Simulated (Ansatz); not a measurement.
A geometry of Al2Cu away from equilibrium: step 2 of the relaxation of a randomly generated symmetric cell of Al2Cu (space group No. 171). Method: PBEsol (plane waves to 420 eV, PAW, scalar-relativistic; Ansatz, a program for electronic structure). Γ-centred k-mesh 7×7×5 on the run's cell (coarser than for final values), Fermi–Dirac smearing 0.05 eV. The plane waves were selected for a different cell earlier on the path.

```
Al2Cu
1.0
    5.05323     0.00000     0.00000
   -2.52661     4.37622     0.00000
    0.00000     0.00000     7.00385
Al Cu
6 3
Direct
  0.50000   0.50000   0.02349
  0.50000   0.00000   0.69016
  0.00000   0.50000   0.35683
  0.00000   0.00000   0.90129
  0.00000   0.00000   0.56795
  0.00000   0.00000   0.23462
  0.50000   0.50000   0.67276
  0.50000   0.00000   0.33943
  0.00000   0.50000   0.00610
```

**Question.** Give the Cartesian forces on all atoms (eV/Å).

**Answer.** 
```csv
atom,Fx,Fy,Fz
Al1,0.00,0.00,0.94
Al2,0.00,0.00,0.94
Al3,0.00,0.00,0.94
Al4,0.00,0.00,-0.73
Al5,0.00,0.00,-0.73
Al6,0.00,0.00,-0.73
Cu7,0.00,0.00,-0.21
Cu8,0.00,0.00,-0.21
Cu9,0.00,0.00,-0.21
```

The path ends in P6₂ (No. 171). No spin polarisation in the result.

The run could not lose the symmetry of its start, so the end can be a saddle point.

The end of the path is a generated cell of Al2Cu: the first start was made by a random draw of sites in a space group, and the end was not matched to a known phase here, so it may be hypothetical. Known forms of Al2Cu include space group No. 140.
